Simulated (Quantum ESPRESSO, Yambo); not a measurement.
## AgCl at -0.7 % isotropic strain: DFT and GW levels

```xyz
2
Lattice="0.0000 2.7047 2.7047 2.7047 0.0000 2.7047 2.7047 2.7047 0.0000" Properties=species:S:1:pos:R:3 pbc="T T T"
Cl     2.7047     2.7047     2.7047
Ag     5.4095     5.4095     5.4095
```

The PBEsol cell relaxed from Materials Project entry mp-22922 was given an isotropic strain of -0.7 % on all lattice vectors, and the atoms were relaxed again.

Starting point: PBEsol (pw.x of Quantum ESPRESSO, ONCV potentials, no spin-orbit coupling). G0W0 in Yambo: 4×4×4 Γ-centred k mesh, bands 5 to 100 and a 10 Ry block in the screening, 100 bands in G with the Bruneval-Gonze terminator, plasmon pole fitted at 27.2 eV.

```
Quantity                                             Value
-------------------------------------------------  -------
PBEsol gap along the band path                     0.73 eV
PBEsol gap between the mesh's edge points (L → Γ)  0.73 eV
G0W0 gap between the same points                   2.26 eV
PBEsol smallest direct gap on the mesh (at Γ)      3.37 eV
G0W0 direct gap at that point                      4.98 eV
```

| k point | band | E PBEsol (eV) | E QP (eV) | shift (eV) | Z |
|---|---|---|---|---|---|
| Γ | VB | -2.64 | -3.81 | -1.17 | 0.79 |
| Γ | CB | 0.73 | 1.17 | 0.44 | 0.83 |
| L | VB | 0.00 | -1.09 | -1.09 | 0.80 |
| L | CB | 3.81 | 4.19 | 0.38 | 0.84 |
| W | VB | -1.40 | -2.47 | -1.07 | 0.80 |
| W | CB | 4.19 | 4.81 | 0.62 | 0.82 |

Energies count from the PBEsol valence-band maximum.

Convergence of the G0W0 settings was not tested.

Spin-orbit splittings are left out.
